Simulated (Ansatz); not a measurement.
TaGeO₃:
```xyz
5
Lattice="4.0763 0.0000 0.0000 0.0000 4.0763 0.0000 0.0000 0.0000 3.9352" Properties=species:S:1:pos:R:3 pbc="T T T"
Ta     2.0381     2.0381     2.0549
Ge     0.0000     0.0000     0.8020
O      0.0000     2.0381     1.8840
O      2.0381     0.0000     1.8840
O      2.0381     2.0381     0.0265
```

Relaxed with r²SCAN. Special points in fractions of this cell's reciprocal vectors: Γ (0.000, 0.000, 0.000); X (0.000, 0.500, 0.000); M (0.500, 0.500, 0.000); Z (0.000, 0.000, 0.500); R (0.000, 0.500, 0.500); A (0.500, 0.500, 0.500).

Problem. List the band energies nearest the Fermi level at these points for r²SCAN with spin–orbit coupling (plane waves, PAW; program Ansatz).

Solution. In eV from the Fermi level; about four levels below and three above (degenerate sets whole), none deeper than 8.9 eV; points with the same levels are listed once.

```csv
k,below,above
Γ,-0.56 -0.56 -0.23 -0.23,0.83 0.83 3.38 3.38
X,-3.62 -3.62 -0.28 -0.28,0.52 0.52 1.14 1.14
M,-5.06 -5.06 -4.59 -4.59,1.32 1.32 1.43 1.43
Z,-1.28 -1.28 -0.99 -0.99,1.99 1.99 2.20 2.20
R,-4.46 -4.46 -4.05 -4.05,0.84 0.84 1.17 1.17
A,-4.15 -4.15 -4.13 -4.13,1.70 1.70 2.17 2.17
```

Space group P4mm. The start of the workflow was typed in or built on a structure type; neither database checked (COD, Materials Project) lists it. Its standing as an ambient phase is unchecked. The r²SCAN relaxation kept the symmetry of its start; whether a distortion lowers the energy is not shown. The run is not spin-polarised. With an odd number of electrons in the cell and no spin polarisation, the count alone makes it a metal.

Potentials: the later of the program's two PAW sets.
